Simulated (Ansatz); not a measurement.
Be₃N₂:
```
Be3N2
1.0
    1.41755     0.81842     4.85226
   -1.41755     0.81842     4.85226
    0.00000    -1.63684     4.85226
Be N
3 2
Direct
  0.14109   0.14109   0.14109
  0.68236   0.68236   0.68236
  0.91111   0.91111   0.91111
  0.79582   0.79582   0.79582
  0.29153   0.29153   0.29153
```

Cartesian axes are those of the cell as given.

Question: Give the high-frequency dielectric tensor and the Born effective charge tensors of the independent atoms from DFPT, DFT-PBEsol in the program Ansatz with PAW potentials.

Answer: 
ε∞:
```
4.62  0.00  0.00
0.00  4.62  0.00
0.00  0.00  5.15
```
Z* of atom 1 (Be), rows: field, columns: displacement, in e:
```
1.66  0.00  0.00
0.00  1.66  0.00
0.00  0.00  1.58
```
Z* of atom 2 (Be), rows: field, columns: displacement, in e:
```
1.71  0.00  0.00
0.00  1.71  0.00
0.00  0.00  2.17
```
Z* of atom 3 (Be), rows: field, columns: displacement, in e:
```
1.67  0.00  0.00
0.00  1.67  0.00
0.00  0.00  1.62
```
Z* of atom 4 (N), rows: field, columns: displacement, in e:
```
-2.14   0.00   0.00
 0.00  -2.14   0.00
 0.00   0.00  -2.93
```
Z* of atom 5 (N), rows: field, columns: displacement, in e:
```
-2.89   0.00   0.00
 0.00  -2.89   0.00
 0.00   0.00  -2.44
```

Space group R3m. The first step of the workflow began from a Materials Project structure, measured or hypothetical; the Crystallography Open Database copy checked does not list it. COD files the formula under space group No. 206. Whether it is the stable phase at ambient conditions was not checked. The cell was relaxed with PBEsol under the symmetry of its start; its stability against distortions is not shown here.

Potentials: the later of the program's two PAW sets.
